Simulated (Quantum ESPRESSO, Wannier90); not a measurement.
## GaN (wurtzite), plane waves to Wannier functions

```
begin unit_cell_cart
ang
    3.1889298307    0.0000000000    0.0000000000
   -1.5944649154    2.7616942443    0.0000000000
    0.0000000000    0.0000000000    5.1923600000
end unit_cell_cart
begin atoms_frac
Ga  -0.3333333333  0.3333333333  0.4990800000
Ga   0.3333333333 -0.3333333333 -0.0009200000
N   -0.3333333333  0.3333333333 -0.1240800000
N    0.3333333333 -0.3333333333  0.3759200000
end atoms_frac
```

Cell from Materials Project (mp-804), symmetrised, no further relaxation. COD (Crystallography Open Database) has the formula in 2 space groups, this one among them (matched by group alone). Computed values, not measurements, from PBE: Quantum ESPRESSO (norm-conserving PseudoDojo potentials, cutoff 68 Ry, no spin polarisation, no spin-orbit coupling) on a Γ-centred 6×6×4 mesh, then Wannier90. Density: 12×12×6 mesh, cold smearing 0.01 Ry.

Functional, cutoff and mesh named above are those of the base row (1); the first column says what each row takes instead. Model: 16 functions from bands 1-2,13-36, start hydrogen-like Ga: s;p; N: s;p, disentangled but not localised (num_iter = 0), frozen window tied to the conduction edge or Fermi level of each row, as listed, which moves Ω_I and hoppings a little by itself. Energies are relative to the valence-band maximum; the misfit is to pw.x on a path, for states up to 2.9 eV relative to the valence-band maximum. The lattice is scaled uniformly, fractional positions fixed. The disentangled Ω_I can sit in another minimum from row to row.

```json
[
 {"scale": "0.96", "frozen to (eV)": "4.27", "Ω_I (Å²)": "15.65", "rms misfit (meV)": "3.0", "gap (eV)": "2.77", "bottom of band 1 (eV)": "-17.06", "on-site Ga1 pz minus Ga1 s (eV)": "5.01", "hopping modulus Ga1 pz – N3 pz, R = 0 0 1 (eV)": "3.750", "hopping modulus Ga1 pz – N3 s, R = 0 0 1 (eV)": "3.447", "hopping modulus Ga1 s – N4 s, R = 0 1 0 (eV)": "2.048"},
 {"scale": "0.98", "frozen to (eV)": "3.85", "Ω_I (Å²)": "15.93", "rms misfit (meV)": "2.4", "gap (eV)": "2.35", "bottom of band 1 (eV)": "-16.47", "on-site Ga1 pz minus Ga1 s (eV)": "5.31", "hopping modulus Ga1 pz – N3 pz, R = 0 0 1 (eV)": "3.595", "hopping modulus Ga1 pz – N3 s, R = 0 0 1 (eV)": "3.181", "hopping modulus Ga1 s – N4 s, R = 0 1 0 (eV)": "1.907"},
 {"scale": "1", "frozen to (eV)": "3.44", "Ω_I (Å²)": "16.31", "rms misfit (meV)": "3.6", "gap (eV)": "1.94", "bottom of band 1 (eV)": "-15.94", "on-site Ga1 pz minus Ga1 s (eV)": "5.59", "hopping modulus Ga1 pz – N3 pz, R = 0 0 1 (eV)": "3.447", "hopping modulus Ga1 pz – N3 s, R = 0 0 1 (eV)": "2.928", "hopping modulus Ga1 s – N4 s, R = 0 1 0 (eV)": "1.774"},
 {"scale": "1.02", "frozen to (eV)": "3.03", "Ω_I (Å²)": "16.82", "rms misfit (meV)": "3.2", "gap (eV)": "1.54", "bottom of band 1 (eV)": "-15.46", "on-site Ga1 pz minus Ga1 s (eV)": "5.82", "hopping modulus Ga1 pz – N3 pz, R = 0 0 1 (eV)": "3.304", "hopping modulus Ga1 pz – N3 s, R = 0 0 1 (eV)": "2.679", "hopping modulus Ga1 s – N4 s, R = 0 1 0 (eV)": "1.645"},
 {"scale": "1.04", "frozen to (eV)": "2.65", "Ω_I (Å²)": "17.40", "rms misfit (meV)": "2.4", "gap (eV)": "1.15", "bottom of band 1 (eV)": "-15.02", "on-site Ga1 pz minus Ga1 s (eV)": "6.04", "hopping modulus Ga1 pz – N3 pz, R = 0 0 1 (eV)": "3.167", "hopping modulus Ga1 pz – N3 s, R = 0 0 1 (eV)": "2.437", "hopping modulus Ga1 s – N4 s, R = 0 1 0 (eV)": "1.519"}
]
```
